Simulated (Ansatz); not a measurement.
SbI₃:
```cif
data_I6Sb2
_chemical_formula_sum 'Sb2 I6'
_space_group_name_H-M_alt 'P 1'
_space_group_IT_number 1
_cell_length_a 7.84838
_cell_length_b 7.84838
_cell_length_c 7.84838
_cell_angle_alpha 55.286
_cell_angle_beta 55.286
_cell_angle_gamma 55.286
loop_
_space_group_symop_operation_xyz
  'x, y, z'
loop_
_atom_site_label
_atom_site_type_symbol
_atom_site_fract_x
_atom_site_fract_y
_atom_site_fract_z
_atom_site_occupancy
Sb1 Sb 0.16686 0.16686 0.16686 1
Sb2 Sb 0.83314 0.83314 0.83314 1
I1 I 0.41455 0.07613 0.74400 1
I2 I 0.58545 0.92387 0.25600 1
I3 I 0.07613 0.74400 0.41455 1
I4 I 0.92387 0.25600 0.58545 1
I5 I 0.74400 0.41455 0.07613 1
I6 I 0.25600 0.58545 0.92387 1
```

Relaxed with LDA. DFT-LDA in the program Ansatz with PAW potentials gives a gap of 1.87 eV.

**Question.** What gap does HSE06 give on the same cell (Ansatz, PAW)?

**Answer.** 2.51 eV, 0.64 eV more. The hybrid was solved on a coarser mesh and at special points; the gap given is the minimum over both.

| k | v1 LDA | c1 LDA | v1 HSE06 | c1 HSE06 |
|---|---|---|---|---|
| Γ | -0.22 | 2.01 | -0.30 | 2.63 |
| T | -0.05 | 1.90 | (withheld) | (withheld) |
| L | -0.24 | 2.14 | (withheld) | (withheld) |
| F | -0.20 | 2.01 | (withheld) | (withheld) |
| S0 | -0.24 | 2.11 | (withheld) | (withheld) |
| H0 | -0.30 | 2.23 | -0.37 | 2.85 |

**Question.** Top valence (v1) and lowest conduction level (c1) in eV from each method's valence maximum (which need not be a listed point): supply the withheld HSE06 values.

**Answer.** 
- L, v1 HSE06: -0.26
- L, c1 HSE06: 2.73
- S0, v1 HSE06: -0.31
- S0, c1 HSE06: 2.74
- T, v1 HSE06: -0.02
- T, c1 HSE06: 2.55
- F, v1 HSE06: -0.24
- F, c1 HSE06: 2.59

Cost on shared cores: the LDA run (SCF on a 5×5×5 mesh, then bands and DOS) roughly 7 core-minutes, the HSE06 run (SCF on 3×3×3, then a few points) around 16 core-minutes (rough); the tasks are unlike.

Space group R-3. The workflow started from a Materials Project entry (that database holds measured and hypothetical structures alike); the Crystallography Open Database files this formula in space group No. 148, but the cells were not matched. Whether it is the stable phase at ambient conditions was not checked. The cell was relaxed with LDA under the symmetry of its start; whether a distortion lowers the energy is not shown. A crystal of weakly bound layers computed without a dispersion correction: the cell and the soft elastic constants depend strongly on that. Scalar-relativistic: spin–orbit coupling is off unless named, which matters more the heavier the elements.

Potentials: the later of the program's two PAW sets.
